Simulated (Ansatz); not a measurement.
Clean, relaxed (101) surface of HfO$_{2}$, space group P4_2/nmc (No. 137) (top face towards +c; held atoms: 1, 2, 3, 4, 5, 6, 7, 8, 9, 10, 11, 12):

```yaml
crystal:
  lattice:
    - [7.17473, 0.00000, 0.00000]
    - [0.00000, 6.32742, 0.00000]
    - [0.00000, 0.00000, 20.74329]
  atoms:
    - { symbol: O, position: [0.25000, 0.52675, 0.38567] }
    - { symbol: O, position: [0.75000, 0.52675, 0.38567] }
    - { symbol: O, position: [0.00000, 0.95541, 0.40064] }
    - { symbol: O, position: [0.50000, 0.95541, 0.40064] }
    - { symbol: Hf, position: [0.25000, 0.82144, 0.42877] }
    - { symbol: Hf, position: [0.75000, 0.82144, 0.42877] }
    - { symbol: Hf, position: [0.00000, 0.32144, 0.42877] }
    - { symbol: Hf, position: [0.50000, 0.32144, 0.42877] }
    - { symbol: O, position: [0.25000, 0.18747, 0.45690] }
    - { symbol: O, position: [0.75000, 0.18747, 0.45690] }
    - { symbol: O, position: [0.00000, 0.61613, 0.47187] }
    - { symbol: O, position: [0.50000, 0.61613, 0.47187] }
    - { symbol: O, position: [0.25000, 0.84345, 0.52685] }
    - { symbol: O, position: [0.75000, 0.84345, 0.52685] }
    - { symbol: O, position: [0.00000, 0.27673, 0.53349] }
    - { symbol: O, position: [0.50000, 0.27673, 0.53349] }
    - { symbol: Hf, position: [0.25000, 0.14426, 0.56440] }
    - { symbol: Hf, position: [0.75000, 0.14426, 0.56440] }
    - { symbol: Hf, position: [0.00000, 0.65762, 0.57002] }
    - { symbol: Hf, position: [0.50000, 0.65762, 0.57002] }
    - { symbol: O, position: [0.25000, 0.49948, 0.59965] }
    - { symbol: O, position: [0.75000, 0.49948, 0.59965] }
    - { symbol: O, position: [0.00000, 0.95893, 0.60985] }
    - { symbol: O, position: [0.50000, 0.95893, 0.60985] }
```

The calculation used DFT PBE+D3(BJ), scalar-relativistic, plane waves, PAW (Ansatz 0.2.0). Settings: cutoff 420 eV, Γ-centred mesh 2×3×1 on the computed 25-atom cell, Gaussian smearing of 0.05 eV; collinear spin. A dipole correction removes the field between periodic images along c.

Cl is put on the top face, one molecule per 45.4 Å², and relaxed from 2 starts; the cell is lengthened along c to keep the vacuum. E_ads is per molecule, from the clean relaxed slab and the free relaxed molecule; negative means bound; no zero-point or thermal terms, forces under 0.04 eV/Å, and the free molecule is spin-polarised where open-shell. Heights count from the highest slab atom. Δp counts per cell along +c.

```
                                                 start E_ads (eV) molecule lowest atom's height (Å) shortest contact  Δp (e·Å)
      open bond down, lowest atom Cl over a top O site       -1.27     whole                      1.48       Cl–O 2.30 Å    -0.124
open bond down, lowest atom Cl over a hollow O-Hf site       -1.27     whole                      1.47       Cl–O 2.30 Å    -0.121
```

Each end is the local minimum that its start leads to.

The reference crystal is a form of HfO2, which isn't its usual structure.